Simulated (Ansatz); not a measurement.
This run works on a generated trial structure, not on a known crystal.

Input and command of a plane-wave DFT calculation in Ansatz:

```yaml
crystal:
  lattice:
    - [3.7286297588, 0.0, 0.0]
    - [-1.8643148794, 3.2290880925, 0.0]
    - [0.0, 0.0, 6.3807409147]
  atoms:
    - { symbol: Ba, position: [0.0, 0.0, 0.0] }
    - { symbol: Ti, position: [0.0, 0.0, 0.5] }
    - { symbol: O, position: [0.3333333333, 0.6666666667, 0.5] }
    - { symbol: O, position: [0.6666666667, 0.3333333333, 0.5] }
basis:
  ecutwfc: 420
kpoints:
  mp_grid: { grid: [12, 12, 8] }
hamiltonian:
  xc: pbe
scf:
  occupations: { method: gaussian, width: 0.1 }
output:
  forces: true
  stress: true
  eigenvalues: true
  write_density: true
  write_potential: true
  elf: true
  volumetric_format: npy
relax:
  adjacent_minimum: "off"
  f_tol: 0.01
  max_steps: 80
  cell: { stress_tol: 0.05 }
```

```bash
ansatz run input.yaml --threads 1 --pin off --max-ram 2560MiB --backend cpu --events-out ev --progress --plain --runs-dir out
```

Processor: Intel(R) Xeon(R) Processor @ 2.50GHz (Skylake/Cascade Lake), 1 thread, on a host shared with other jobs.

Q: How long does it run, and how much memory does it take?

A: About 83 s, peak memory 0.49 GiB. It solves 21 bands at 95 k points (after reduction by symmetry) with about 1509 plane waves (on the last cell), in 27 SCF iterations over 4 ionic steps.
